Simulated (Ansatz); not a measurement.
# Data sheet: Ba2NaReO6 (DFT)

Ba2NaReO6:
```
CELL_PARAMETERS angstrom
      0.00000     4.12322     4.12322
      4.12322     0.00000     4.12322
      4.12322     4.12322     0.00000
ATOMIC_POSITIONS crystal
  Na 0.00000 0.00000 0.00000
  Ba 0.75000 0.75000 0.75000
  Ba 0.25000 0.25000 0.25000
  Re 0.50000 0.50000 0.50000
  O  0.72741 0.72741 0.27259
  O  0.27259 0.27259 0.72741
  O  0.27259 0.72741 0.72741
  O  0.72741 0.27259 0.27259
  O  0.72741 0.27259 0.72741
  O  0.27259 0.72741 0.27259
```

Space group Fm-3m (No. 225); conventional cell a = b = c = 8.2464 Å, α = β = γ = 90.00°.

Method: plane-wave PAW PBEsol (Ansatz code). Structure relaxed to zero pressure with the same functional. Other levels are named where they apply.

Cell and energy:

```yaml
volume_per_atom: 14.02 Å³
density: 6.87 g/cm³
Formation energy from the elements (no fitted shifts): -2.35 eV/atom
```

Electronic structure:

```yaml
band_gap: 2.02 eV (indirect)
valence_band_maximum: at Γ
conduction_band_minimum: at X (3 equivalent valleys)
smallest_direct_gap_on_the_standard_path: 2.07 eV
electron_effective_mass: 0.77, 0.77, 1.7 mₑ (principal values)
Electron effective mass with spin–orbit coupling: 0.81, 0.81, 1.7 mₑ (principal values)
Hole effective mass, band 1 of 3 at the edge: 1.7 along [100], 2.6 along [110], 2.2 along [111] (mₑ)
Hole effective mass, band 2 of 3 at the edge: 19 along [100], 3.8 along [110], 3.0 along [111] (mₑ)
Hole effective mass, band 3 of 3 at the edge: 1.7 along [100], 1.7 along [110], 2.2 along [111] (mₑ)
Hole effective mass with spin–orbit coupling, band 1 of 2 at the edge: 4.0 along [100], 3.2 along [110], 2.8 along [111] (mₑ)
Hole effective mass with spin–orbit coupling, band 2 of 2 at the edge: 2.0 along [100], 2.3 along [110], 2.5 along [111] (mₑ)
HSE06 gap on the PBEsol cell: 3.30 eV
Gap with spin–orbit coupling: 2.00 eV
```

Mechanics:

```yaml
Bulk modulus (Birch–Murnaghan fit): 92.9 GPa
Pressure derivative B′: 5.3
Elastic constants (relaxed ions, GPa): C11 = 172, C12 = 53.4, C44 = 46.1
mechanical_stability: stable (all eigenvalues of C positive)
hill_bulk_and_shear_moduli: 92.9 and 51.0 GPa
Young's modulus: 129 GPa
Poisson's ratio: 0.27
debye_temperature_from_the_elastic_constants: 374 K
```

Dielectric response:

```yaml
Electronic dielectric constant ε∞ (DFPT): 4.48
Born charges (a third of the trace): Na +1.43, Ba +2.83, Re +6.68, O -2.30 e
```

Charges:

```yaml
bader_charges: Na +0.85, Ba +1.58, Re +2.93, O -1.16 e
```

The workflow started from a Materials Project entry (that database holds measured and hypothetical structures alike); the Crystallography Open Database files this formula in space group No. 225, but the cells were not matched. Whether it is the stable phase at ambient conditions was not checked. Symmetry was held in the PBEsol relaxation; whether a distortion lowers the energy is not shown. No spin polarisation was allowed. The references are the lowest solids computed at this level, not always the standard phases (solids in place of the gases). Scalar-relativistic: spin–orbit coupling is off unless named, which matters more the heavier the elements.

Potentials: the later of the program's two PAW sets.
